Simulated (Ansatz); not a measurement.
A relaxed structure of Zn is spoiled in several ways and relaxed again each time (squeezed and stretched starts keep its symmetry, which their runs cannot lower; pressure is positive under compression). All values below come from PBEsol (plane waves to 420 eV, PAW, scalar-relativistic; Ansatz, an electronic-structure program).

Space group P6₃/mmc (No. 194); a = b = 2.6354 Å, c = 4.6579 Å, α = β = 90.00°, γ = 120.00°

```tsv
atom	site	symmetry	x	y	z
Zn	2d	-6m2	0.6667	0.3333	0.2500
```

### Question
One start gave a first pressure of +37.3 GPa, a largest first force of 0.00 eV/Å and released 0.27 to 0.28 eV/atom. Which change was it?
A) squeezed uniformly to 70 % of its volume
B) squeezed uniformly to 80 % of its volume

### Answer
B, squeezed uniformly to 80 % of its volume. All starts:

```tsv
change	first pressure (GPa)	largest first force (eV/Å)	released (eV/atom)	moves	outcome	final group	E − E(parent) (eV/atom)
squeezed uniformly to 70 % of its volume	82.7	0.00	0.76 to 0.77	19	returns to the parent	P6₃/mmc	0.00
squeezed uniformly to 80 % of its volume	37.3	0.00	0.27 to 0.28	19	returns to the parent	P6₃/mmc	0.00
```

First-step values come from each run's starting, coarser k-mesh (16×16×8, 15×15×8). Each cell has its own k-point mesh; energy differences are given only to the digits this allows. No spin polarisation in the result.
